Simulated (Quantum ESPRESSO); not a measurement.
# Al6HfIn: one run as intended and one with a planted mistake

Simulated, not a measurement. The program is pw.x of Quantum ESPRESSO 7.5 (plane-wave density functional theory). The cell is made up: eight metal atoms on a hexagonal close-packed lattice, with elements, volume, strain and displacements drawn at random and not relaxed, so it may be unstable or far from any real phase. PseudoDojo standard norm-conserving files set the functional (PBE unless stated); there is no spin polarisation or spin-orbit coupling, the Fermi-Dirac width of 0.25 eV means electrons at about 2900 K, and the masses in the input are unused placeholders. Heavy elements are run without spin-orbit coupling, which real alloys of them have. A spin test at this wide smearing found no moment, but such smearing suppresses magnetism that the real alloy may have.

Intended input:

```
&control calculation='scf', pseudo_dir='./dojo.nc.sr.pbe.v0_5.standard.upf', outdir='./o', disk_io='medium', tprnfor=.true., tstress=.true. /
&system ibrav=0, nat=8, ntyp=3, nbnd=31, ecutwfc=75.99759826, nosym=.true., tot_charge=0,
 occupations='smearing', smearing='fd', degauss=0.0183746611
/
&electrons conv_thr=1.470e-08, electron_maxstep=70, mixing_beta=0.5 /
ATOMIC_SPECIES
Al 1.0 Al.upf
Hf 1.0 Hf.upf
In 1.0 In.upf
CELL_PARAMETERS angstrom
-0.0035 -0.0685 4.5873
5.7672 0.0404 -0.0045
-2.8486 5.0139 -0.0734
ATOMIC_POSITIONS angstrom
Al 0.0173 0.0568 0.0979
Al -1.3058 2.5609 0.0684
Hf 2.9446 -0.0142 -0.0728
Al 1.3492 2.6022 -0.0486
Al 0.1717 1.7196 2.3632
Al -1.3808 4.2107 2.1911
In 2.9531 1.6088 2.2917
Al 1.5328 4.2202 2.1125
K_POINTS automatic
6 6 6 1 1 1
```

The log is shortened where brackets say so; the opening notice, blank lines, dates and the lines on written files are dropped, and the path of the files is cut. It prints rydbergs, bohrs and kilobars, and counts compression as positive stress. Its total energy is the free energy E - TS of the whole cell.

Log of the intended run:

```
     Program PWSCF v.7.5
     Parallel version (MPI & OpenMP), running on       1 processor cores
     Number of MPI processes:                 1
     Threads/MPI process:                     1
     [start-up lines left out]
     bravais-lattice index     =            0
     lattice parameter (alat)  =       8.6697  a.u.
     unit-cell volume          =     898.5077 (a.u.)^3
     number of atoms/cell      =            8
     number of atomic types    =            3
     number of electrons       =        43.00
     number of Kohn-Sham states=           31
     kinetic-energy cutoff     =      75.9976  Ry
     charge density cutoff     =     303.9904  Ry
     scf convergence threshold =      1.5E-08
     mixing beta               =       0.5000
     number of iterations used =            8  plain     mixing
     Exchange-correlation= PBE
                           (   1   4   3   4   0   0   0)
     [axes and pseudopotential details left out]
   Cartesian axes
     site n.     atom                  positions (alat units)
         1        Al     tau(   1) = (   0.0037709   0.0123806   0.0213391  )
         2        Al     tau(   2) = (  -0.2846236   0.5581963   0.0149091  )
         3        Hf     tau(   3) = (   0.6418309  -0.0030952  -0.0158681  )
         4        Al     tau(   4) = (   0.2940835   0.5671984  -0.0105933  )
         5        Al     tau(   5) = (   0.0374252   0.3748191   0.5151038  )
         6        Al     tau(   6) = (  -0.3009713   0.9178012   0.4775914  )
         7        In     tau(   7) = (   0.6436836   0.3506682   0.4995191  )
         8        Al     tau(   8) = (   0.3341026   0.9198719   0.4604591  )
     number of k points=   108  Fermi-Dirac smearing, width (Ry)=  0.0184
     Number of k-points >= 100: set verbosity='high' to print them.
     Dense  grid:    80453 G-vectors     FFT dimensions: (  50,  64,  64)
     Estimated max dynamical RAM per process >     110.76 MB
     Initial potential from superposition of free atoms
     starting charge      42.9796, renormalised to      43.0000
     Starting wfcs are   43 randomized atomic wfcs
     total cpu time spent up to now is       28.4 secs
     per-process dynamical memory:    90.9 Mb
     Self-consistent Calculation
     iteration #  1     ecut=    76.00 Ry     beta= 0.50
     Davidson diagonalization with overlap
     ethr =  1.00E-02,  avg # of iterations =  3.6
     Threshold (ethr) on eigenvalues was too large:
     Diagonalizing with lowered threshold
     Davidson diagonalization with overlap
     ethr =  4.83E-04,  avg # of iterations =  3.4
     total cpu time spent up to now is      153.7 secs
     total energy              =    -273.46689544 Ry
     estimated scf accuracy    <       0.21341437 Ry
     iteration #  2     ecut=    76.00 Ry     beta= 0.50
     Davidson diagonalization with overlap
     ethr =  4.96E-04,  avg # of iterations =  3.7
     total cpu time spent up to now is      220.1 secs
     total energy              =    -273.49868307 Ry
     estimated scf accuracy    <       0.23478244 Ry
     [iterations 3 to 8 left out]
     iteration #  9     ecut=    76.00 Ry     beta= 0.50
     Davidson diagonalization with overlap
     ethr =  3.74E-10,  avg # of iterations =  4.4
     total cpu time spent up to now is      650.4 secs
     total energy              =    -273.53805538 Ry
     estimated scf accuracy    <       0.00000004 Ry
     iteration # 10     ecut=    76.00 Ry     beta= 0.50
     Davidson diagonalization with overlap
     ethr =  9.62E-11,  avg # of iterations =  2.0
     total cpu time spent up to now is      711.3 secs
     End of self-consistent calculation
     [lines on levels left out]
!    total energy              =    -273.53805538 Ry
     estimated scf accuracy    <          4.3E-09 Ry
     smearing contrib. (-TS)   =      -0.05357517 Ry
     internal energy E=F+TS    =    -273.48448022 Ry
     The total energy is F=E-TS. E is the sum of the following terms:
     one-electron contribution =     -88.31059515 Ry
     hartree contribution      =      68.02503021 Ry
     xc contribution           =     -82.06484648 Ry
     ewald contribution        =    -171.13406880 Ry
     convergence has been achieved in  10 iterations
     Forces acting on atoms (cartesian axes, Ry/au):
     atom    1 type  1   force =     0.00980925    0.00214041   -0.02099169
     atom    2 type  1   force =    -0.01688816   -0.01284912   -0.01187138
     atom    3 type  2   force =    -0.02067859    0.00749239    0.00370519
     atom    4 type  1   force =     0.03825045   -0.02166344    0.01104317
     atom    5 type  1   force =    -0.02592885   -0.00536938   -0.00860593
     atom    6 type  1   force =    -0.02529047   -0.02167815    0.01050361
     atom    7 type  3   force =     0.01471000    0.06840400   -0.01330610
     atom    8 type  1   force =     0.02601637   -0.01647672    0.02952313
     Total force =     0.112125     Total SCF correction =     0.000149
     Computing stress (Cartesian axis) and pressure
          total   stress  (Ry/bohr**3)                   (kbar)     P=      104.81
   0.00060267  -0.00000761   0.00001928           88.66       -1.12        2.84
  -0.00000761   0.00058115   0.00008819           -1.12       85.49       12.97
   0.00001928   0.00008819   0.00095354            2.84       12.97      140.27
     init_run     :     25.52s CPU     28.24s WALL (       1 calls)
     electrons    :    645.04s CPU    682.90s WALL (       1 calls)
     forces       :     10.13s CPU     10.25s WALL (       1 calls)
     stress       :     38.38s CPU     38.53s WALL (       1 calls)
     [timing details left out]
     PWSCF        :  11m59.39s CPU  12m40.51s WALL
     JOB DONE.
```

A second run has one planted mistake: two atoms have their elements exchanged. The input lines that differ:

```
- Hf 2.9446 -0.0142 -0.0728
+ Al 2.9446 -0.0142 -0.0728
- Al -1.3808 4.2107 2.1911
+ Hf -1.3808 4.2107 2.1911
```

Its log:

```
     Program PWSCF v.7.5
     Parallel version (MPI & OpenMP), running on       1 processor cores
     Number of MPI processes:                 1
     Threads/MPI process:                     1
     [start-up lines left out]
     bravais-lattice index     =            0
     lattice parameter (alat)  =       8.6697  a.u.
     unit-cell volume          =     898.5077 (a.u.)^3
     number of atoms/cell      =            8
     number of atomic types    =            3
     number of electrons       =        43.00
     number of Kohn-Sham states=           31
     kinetic-energy cutoff     =      75.9976  Ry
     charge density cutoff     =     303.9904  Ry
     scf convergence threshold =      1.5E-08
     mixing beta               =       0.5000
     number of iterations used =            8  plain     mixing
     Exchange-correlation= PBE
                           (   1   4   3   4   0   0   0)
     [axes and pseudopotential details left out]
   Cartesian axes
     site n.     atom                  positions (alat units)
         1        Al     tau(   1) = (   0.0037709   0.0123806   0.0213391  )
         2        Al     tau(   2) = (  -0.2846236   0.5581963   0.0149091  )
         3        Al     tau(   3) = (   0.6418309  -0.0030952  -0.0158681  )
         4        Al     tau(   4) = (   0.2940835   0.5671984  -0.0105933  )
         5        Al     tau(   5) = (   0.0374252   0.3748191   0.5151038  )
         6        Hf     tau(   6) = (  -0.3009713   0.9178012   0.4775914  )
         7        In     tau(   7) = (   0.6436836   0.3506682   0.4995191  )
         8        Al     tau(   8) = (   0.3341026   0.9198719   0.4604591  )
     number of k points=   108  Fermi-Dirac smearing, width (Ry)=  0.0184
     Number of k-points >= 100: set verbosity='high' to print them.
     Dense  grid:    80453 G-vectors     FFT dimensions: (  50,  64,  64)
     Estimated max dynamical RAM per process >     110.76 MB
     Initial potential from superposition of free atoms
     starting charge      42.9796, renormalised to      43.0000
     Starting wfcs are   43 randomized atomic wfcs
     total cpu time spent up to now is       28.2 secs
     per-process dynamical memory:    90.9 Mb
     Self-consistent Calculation
     iteration #  1     ecut=    76.00 Ry     beta= 0.50
     Davidson diagonalization with overlap
     ethr =  1.00E-02,  avg # of iterations =  3.7
     Threshold (ethr) on eigenvalues was too large:
     Diagonalizing with lowered threshold
     Davidson diagonalization with overlap
     ethr =  4.71E-04,  avg # of iterations =  3.1
     total cpu time spent up to now is      152.5 secs
     total energy              =    -273.47033048 Ry
     estimated scf accuracy    <       0.20743502 Ry
     iteration #  2     ecut=    76.00 Ry     beta= 0.50
     Davidson diagonalization with overlap
     ethr =  4.82E-04,  avg # of iterations =  4.0
     total cpu time spent up to now is      225.5 secs
     total energy              =    -273.50084568 Ry
     estimated scf accuracy    <       0.22997490 Ry
     [iterations 3 to 8 left out]
     iteration #  9     ecut=    76.00 Ry     beta= 0.50
     Davidson diagonalization with overlap
     ethr =  3.72E-10,  avg # of iterations =  4.5
     total cpu time spent up to now is      658.3 secs
     total energy              =    -273.53928369 Ry
     estimated scf accuracy    <       0.00000009 Ry
     iteration # 10     ecut=    76.00 Ry     beta= 0.50
     Davidson diagonalization with overlap
     ethr =  2.14E-10,  avg # of iterations =  2.0
     total cpu time spent up to now is      705.0 secs
     End of self-consistent calculation
     [lines on levels left out]
!    total energy              =    -273.53928370 Ry
     estimated scf accuracy    <          7.7E-09 Ry
     smearing contrib. (-TS)   =      -0.05251414 Ry
     internal energy E=F+TS    =    -273.48676956 Ry
     The total energy is F=E-TS. E is the sum of the following terms:
     one-electron contribution =     -84.86689869 Ry
     hartree contribution      =      66.28599657 Ry
     xc contribution           =     -82.06070500 Ry
     ewald contribution        =    -172.84516244 Ry
     convergence has been achieved in  10 iterations
     Forces acting on atoms (cartesian axes, Ry/au):
     atom    1 type  1   force =    -0.01393118    0.00684752   -0.03834618
     atom    2 type  1   force =    -0.01546074   -0.02475049   -0.03281869
     atom    3 type  1   force =     0.01310573    0.01165964    0.01381828
     atom    4 type  1   force =     0.02503504    0.00294298    0.00959196
     atom    5 type  1   force =    -0.03207849   -0.00357950   -0.01075619
     atom    6 type  2   force =     0.00097520   -0.02899794    0.03592946
     atom    7 type  3   force =     0.01617412    0.04554010   -0.00062763
     atom    8 type  1   force =     0.00618032   -0.00966231    0.02320898
     Total force =     0.105653     Total SCF correction =     0.000188
     Computing stress (Cartesian axis) and pressure
          total   stress  (Ry/bohr**3)                   (kbar)     P=      103.54
   0.00059314   0.00005340   0.00003005           87.25        7.86        4.42
   0.00005340   0.00064654   0.00013536            7.86       95.11       19.91
   0.00003005   0.00013536   0.00087180            4.42       19.91      128.25
     init_run     :     25.51s CPU     28.01s WALL (       1 calls)
     electrons    :    636.60s CPU    676.89s WALL (       1 calls)
     forces       :      9.03s CPU      9.10s WALL (       1 calls)
     stress       :     37.75s CPU     37.92s WALL (       1 calls)
     [timing details left out]
     PWSCF        :  11m49.23s CPU  12m32.82s WALL
     JOB DONE.
```

|  | intended run | run with the mistake |
| --- | --- | --- |
| free energy (eV) | -3721.675 | -3721.692 |
| entropy term -TS, part of it (eV) | -0.729 | -0.714 |
| pressure (GPa) | 10.48 | 10.35 |
| size of the largest force component (eV/Å) | 1.759 | 1.171 |
| largest change of a force component (eV/Å) |  | 0.869 |
| iterations | 10 | 10 |

For scale, a rerun of the intended cell at a higher cutoff and on a denser mesh moved values by no more than 0.010 eV in energy, 0.30 GPa in stress and 0.017 eV/Å in force, and a second program with other atomic files agreed on that cell to 2 % rms in force and 0.5 GPa in pressure.